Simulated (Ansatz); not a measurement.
This cell of CoO (rock salt) is off equilibrium:

```xyz
2
Lattice="0.0000 2.1239 2.1239 2.1239 0.0000 2.1239 2.1239 2.1239 0.0000" Properties=species:S:1:pos:R:3 pbc="T T T"
O      0.0000     0.0000     0.0000
Co     2.6359     2.1239     2.1239
```

Computed with PBE (plane waves to 420 eV, PAW, scalar-relativistic; Ansatz, a program for electronic structure). k mesh 15×15×15 (Γ-centred), Fermi-Dirac smearing 0.05 eV. E stands for the smeared free energy. Compression counts positive. The magnetic moment jumps within the scan, so the points may not all belong to one state, and nothing is fitted. With partly filled bands, energies and forces of such displacements shift with the k mesh and the smearing. CoO is run spin-polarised and with no Hubbard U; the real compound is an antiferromagnetic insulator, a state that this run doesn't describe. CoO was relaxed with its symmetry unable to fall. Relaxed CoO ends ferromagnetic. Other magnetic orders were not checked, so this need not be the ground state.

Q: What forces act on the atoms (eV/Å, Cartesian)?

A: 
| atom | Fx | Fy | Fz |
|---|---|---|---|
| O1 | 6.821 | 0.000 | 0.000 |
| Co2 | -6.821 | 0.000 | 0.000 |

Q: Give the stress tensor in GPa and the pressure.

A: 
```
  100.8      0.0      0.0
    0.0      0.4      0.0
    0.0      0.0      0.4
```
The pressure, a third of the trace, is 33.9 GPa.

Q: In it atom 2 sits (0.512, 0.000, 0.000) Å away from its relaxed site. What is its energy relative to the relaxed cell?

A: 992 meV/cell.

(For displaced atoms, the force is minus the slope of the energy, and its curvature is a force constant, which sets phonon frequencies.)
